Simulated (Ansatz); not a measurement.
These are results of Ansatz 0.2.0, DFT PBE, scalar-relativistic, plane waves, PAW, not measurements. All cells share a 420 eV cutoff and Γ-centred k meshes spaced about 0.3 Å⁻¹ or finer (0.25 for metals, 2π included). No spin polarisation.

This relaxed Ga2Ge2O3 cell comes from a structure search over trial cells.

```cif
data_structure
_symmetry_space_group_name_H-M 'P1'
_symmetry_Int_Tables_number 1
_cell_length_a 3.0243
_cell_length_b 3.0762
_cell_length_c 14.4007
_cell_angle_alpha 90.344
_cell_angle_beta 90.632
_cell_angle_gamma 119.417
_cell_volume 116.68
loop_
_atom_site_label
_atom_site_type_symbol
_atom_site_symmetry_multiplicity
_atom_site_Wyckoff_symbol
_atom_site_fract_x
_atom_site_fract_y
_atom_site_fract_z
_atom_site_occupancy
Ga1 Ga 1 a 0.18986 0.06139 0.09999 1
Ga2 Ga 1 a 0.51532 0.73694 0.88581 1
Ge1 Ge 1 a 0.55161 0.87536 0.45226 1
Ge2 Ge 1 a 0.85978 0.47437 0.61103 1
O1 O 1 a 0.86340 0.40385 0.14704 1
O2 O 1 a 0.84119 0.39431 0.83081 1
O3 O 1 a 0.17884 0.05379 0.97305 1
```

Task: Is this structure dynamically stable?

Result: As far as tested, yes. The phonons at Γ show no imaginary mode. (Phonon run: 12×12×2 k mesh, Gaussian smearing of 0.10 eV.) After random moves of the atoms it relaxes back. Other q points weren't tested. The optical modes at Γ run from 7 to 715 cm⁻¹. Around Ga on its first site lie 4 O at 1.83–1.90 Å; around Ga on its second site lie 3 O at 1.93–1.94 Å and 3 O at 2.13–2.23 Å; Ge on its first site is surrounded by 1 Ge at 2.78 Å and 8 Ge at 2.95–3.08 Å; around O on its first site lie 3 Ga at 1.89–1.90 Å; 3 more sites not described.

Weakly bound directions are ill-defined at this level, which has no dispersion term. Phonons of metals hang on the k mesh and the smearing.
